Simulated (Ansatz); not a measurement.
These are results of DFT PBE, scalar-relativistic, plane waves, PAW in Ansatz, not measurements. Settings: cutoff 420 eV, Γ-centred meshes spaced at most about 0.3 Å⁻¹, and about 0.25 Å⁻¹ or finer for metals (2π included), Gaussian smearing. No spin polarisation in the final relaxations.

Temperature and zero-point effects are left out.

Two forms of Ge3Pt were relaxed alike.

A.

```cif
data_structure
_symmetry_space_group_name_H-M 'R-3m:H'
_symmetry_Int_Tables_number 166
_cell_length_a 7.8025
_cell_length_b 7.8025
_cell_length_c 8.2577
_cell_angle_alpha 90.000
_cell_angle_beta 90.000
_cell_angle_gamma 120.000
_cell_volume 435.37
loop_
_atom_site_label
_atom_site_type_symbol
_atom_site_symmetry_multiplicity
_atom_site_Wyckoff_symbol
_atom_site_fract_x
_atom_site_fract_y
_atom_site_fract_z
_atom_site_occupancy
Ge1 Ge 18 h 0.14085 0.85915 0.62178 1
Pt1 Pt 6 c 0.00000 0.00000 0.17028 1
```

B.

```cif
data_structure
_symmetry_space_group_name_H-M 'P4/mmm'
_symmetry_Int_Tables_number 123
_cell_length_a 3.5060
_cell_length_b 3.5060
_cell_length_c 7.7256
_cell_angle_alpha 90.000
_cell_angle_beta 90.000
_cell_angle_gamma 90.000
_cell_volume 94.96
loop_
_atom_site_label
_atom_site_type_symbol
_atom_site_symmetry_multiplicity
_atom_site_Wyckoff_symbol
_atom_site_fract_x
_atom_site_fract_y
_atom_site_fract_z
_atom_site_occupancy
Ge1 Ge 2 g 0.00000 0.00000 0.66338 1
Ge2 Ge 1 c 0.50000 0.50000 0.00000 1
Pt1 Pt 1 a 0.00000 0.00000 0.00000 1
```

Problem. Which form is favoured at zero pressure, and by what margin per atom?

Solution. A is lower, by 0.39 eV/atom. A has space group R-3m (No. 166), 18.1 Å³/atom and no gap on its mesh; B has space group P4/mmm (No. 123), 23.7 Å³/atom and no gap. Counting Ge atoms around Pt (those within 1.25 times the shortest such distance or 1.15 times the sum of covalent radii; a plus sign parts nearer from farther groups), A has Pt 3+3+3 and B has Pt 6. B holds Ge–Ge pairs (shortest 2.52 Å); in A the shortest Ge–Ge distance is 2.70 Å, near bonding range too. The denser one is the lower, and pressure would at first widen the difference. Both come from invented guesses.

Spin–orbit coupling, which can matter for Pt, is left out. Cells relaxed within their symmetry can be saddle points.
